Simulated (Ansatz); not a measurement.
Input, command and steps of an Ansatz relaxation.

```yaml
crystal:
  lattice:
    - [-2.0022266207, 2.0022266207, 4.8826465788]
    - [2.0022266207, -2.0022266207, 4.8826465788]
    - [2.0022266207, 2.0022266207, -4.8826465788]
  atoms:
    - { symbol: Ca, position: [0.0, 0.0, 0.0] }
    - { symbol: P, position: [0.6345936259, 0.6345936259, 0.0] }
    - { symbol: P, position: [0.3654063741, 0.3654063741, 0.0] }
    - { symbol: Ru, position: [0.75, 0.25, 0.5] }
    - { symbol: Ru, position: [0.25, 0.75, 0.5] }
basis:
  ecutwfc: 500
kpoints:
  mp_grid: { grid: [12, 12, 12] }
hamiltonian:
  xc: r2scan
scf:
  occupations: { method: gaussian, width: 0.1 }
output:
  forces: true
  stress: true
  eigenvalues: true
relax:
  adjacent_minimum: "off"
  f_tol: 0.01
  max_steps: 30
  cell: { stress_tol: 0.1, fix: [volume] }
```

```bash
ansatz run input.yaml --threads 2 --pin off --max-ram 5120MiB --backend cpu --events-out ev --progress --plain --runs-dir out
```

Method: DFT r2SCAN, scalar-relativistic, plane waves, PAW (Ansatz 0.2.0).

The volume is held at 0.97 times that of the relaxed cell.

Of 4 frames 3 are shown, positions in Å and forces in eV/Å; the SCF threshold varies from step to step. Steps run on the plane waves of an earlier cell, with a Pulay correction in the pressure. The basis is chosen afresh for the last frame, the zero of the energies, and at times for earlier ones too; energy and pressure can step there, also at an unchanged geometry. Where two frames share a geometry here, they differ by under 2 meV/atom and 0.3 GPa.

```xyz
5
Lattice="-2.0022 2.0022 4.8826 2.0022 -2.0022 4.8826 2.0022 2.0022 -4.8826" Properties=species:S:1:pos:R:3:forces:R:3 pbc="T T T" step=1 free_energy_over_end_meV_per_atom=3.84 pressure_GPa=5.54
Ca    0.0000    0.0000    0.0000    0.0000    0.0000    0.0000
P     0.0000    0.0000    6.1970    0.0000    0.0000   -0.4361
P     0.0000    0.0000    3.5683    0.0000    0.0000    0.4361
Ru    0.0000    2.0022    2.4413    0.0000    0.0000    0.0000
Ru    2.0022    0.0000    2.4413    0.0000    0.0000    0.0000
5
Lattice="-2.0090 2.0090 4.8498 2.0090 -2.0090 4.8498 2.0090 2.0090 -4.8498" Properties=species:S:1:pos:R:3:forces:R:3 pbc="T T T" step=2 free_energy_over_end_meV_per_atom=0.84 pressure_GPa=4.16
Ca    0.0000    0.0000    0.0000    0.0000    0.0000    0.0000
P     0.0000    0.0000    6.1396    0.0000    0.0000   -0.2121
P     0.0000    0.0000    3.5599    0.0000    0.0000    0.2121
Ru    0.0000    2.0090    2.4249    0.0000    0.0000    0.0000
Ru    2.0090    0.0000    2.4249    0.0000    0.0000    0.0000
5
Lattice="-2.0140 2.0140 4.8256 2.0140 -2.0140 4.8256 2.0140 2.0140 -4.8256" Properties=species:S:1:pos:R:3:forces:R:3 pbc="T T T" step=4 free_energy_over_end_meV_per_atom=0.00 pressure_GPa=3.03
Ca    0.0000    0.0000    0.0000    0.0000    0.0000    0.0000
P     0.0000    0.0000    6.0944    0.0000    0.0000    0.0097
P     0.0000    0.0000    3.5568    0.0000    0.0000   -0.0097
Ru    0.0000    2.0140    2.4128    0.0000    0.0000    0.0000
Ru    2.0140    0.0000    2.4128    0.0000    0.0000    0.0000
```

It took 31 s on 2 threads of AMD EPYC 9R45 (Zen 5) (shared host), peak memory 1.2 GiB.